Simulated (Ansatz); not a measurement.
GaN:
```yaml
crystal:
  lattice:
    - [0.00000, 2.27421, 2.27421]
    - [2.27421, 0.00000, 2.27421]
    - [2.27421, 2.27421, 0.00000]
  atoms:
    - { symbol: N, position: [0.75000, 0.75000, 0.75000] }
    - { symbol: Ga, position: [0.00000, 0.00000, 0.00000] }
```

Relaxed with PBE. Special points in fractions of this cell's reciprocal vectors: Γ (0.000, 0.000, 0.000); X (0.500, 0.000, 0.500); U (0.625, 0.250, 0.625); K (0.375, 0.375, 0.750); L (0.500, 0.500, 0.500); W (0.500, 0.250, 0.750).

Question: List the band energies nearest the valence-band maximum at these points for PBE in the plane-wave PAW code Ansatz.

Answer: In eV from the valence-band maximum; about four levels below and three above (degenerate sets whole), none deeper than 8.9 eV; … stands for higher levels left out; points with the same levels are listed once.

```json
[
 {"k": "Γ", "below": "0.00 0.00 0.00", "above": "1.54 …"},
 {"k": "X", "below": "-6.01 -2.61 -2.61", "above": "3.35 6.50 …"},
 {"k": "U", "below": "-5.75 -4.11 -2.10", "above": "4.95 7.64 …"},
 {"k": "L", "below": "-6.86 -0.94 -0.94", "above": "4.45 8.58 …"},
 {"k": "W", "below": "-5.59 -3.57 -3.50", "above": "6.16 8.11 …"}
]
```

Space group F-43m (zinc blende). The cell was relaxed with PBE under the symmetry of its start; phonons on a q-mesh show no instability. Spin–orbit coupling is left out wherever it is not named.

Potentials: the later of the program's two PAW sets.
